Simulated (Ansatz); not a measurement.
A distorted cell of Pt (fcc, Cu type):

```
CELL_PARAMETERS angstrom
      0.00000     3.97027     3.97027
      1.98513     1.98513     3.97027
      1.98513     1.98513     0.00000
ATOMIC_POSITIONS crystal
  Pt 0.03778 0.96222 0.03778
  Pt 0.46222 0.03778 0.96222
```

The numbers are results of PBE (plane waves to 420 eV, PAW, scalar-relativistic; Ansatz, a first-principles code), not measurements. k mesh 20×20×20 (Γ-centred), Fermi-Dirac smearing 0.05 eV. Stress and pressure are positive under compression. With partly filled bands, energies and forces of such displacements shift with the k mesh and the smearing. Pt is run without spin polarisation. Pt was relaxed with its symmetry unable to fall. Spin-orbit coupling is left out, though Pt is heavy.

What forces act on the atoms (eV/Å, Cartesian)?


```csv
atom,Fx,Fy,Fz
Pt1,0.000,-1.575,0.000
Pt2,0.000,1.575,0.000
```

Give the stress tensor in GPa and the pressure.


```
   -0.2      0.0      0.0
    0.0      6.2      0.0
    0.0      0.0     10.5
```
The pressure, a third of the trace, is 5.5 GPa.

(For displaced atoms, the force is minus the slope of the energy, and its curvature is a force constant, which sets phonon frequencies.)
